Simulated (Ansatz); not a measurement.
Bi$_{2}$Se$_{3}$:
```yaml
crystal:
  lattice:
    - [2.07451, 1.19772, 9.82622]
    - [-2.07451, 1.19772, 9.82622]
    - [0.00000, -2.39544, 9.82622]
  atoms:
    - { symbol: Bi, position: [0.39898, 0.39898, 0.39898] }
    - { symbol: Bi, position: [0.60102, 0.60102, 0.60102] }
    - { symbol: Se, position: [0.00000, 0.00000, 0.00000] }
    - { symbol: Se, position: [0.21512, 0.21512, 0.21512] }
    - { symbol: Se, position: [0.78488, 0.78488, 0.78488] }
```

This is the r²SCAN+D4-relaxed structure.

Problem. All from DFT-r²SCAN+D4 in the program Ansatz with PAW potentials, unless another level is named. Estimate the electron effective mass.

Solution. 0.11, 0.11, 0.56 mₑ (principal values).

Problem. Predict the formation energy from the elements (no fitted shifts).

Solution. -0.44 eV/atom.

Problem. And the weight of the conduction-edge state by species (Voronoi cells)?

Solution. Bi 62 %, Se 38 %.

Problem. Next, the valence-band maximum?

Solution. at Γ.

Space group R-3m. Symmetry was held in the r²SCAN+D4 relaxation. The references are the lowest solids computed at this level, not always the standard phases. Scalar-relativistic: spin–orbit coupling is off unless named, which matters more the heavier the elements.

Potentials: the later of the program's two PAW sets.

Edges and masses are those of Kohn–Sham bands, whose gap is no quasiparticle gap.
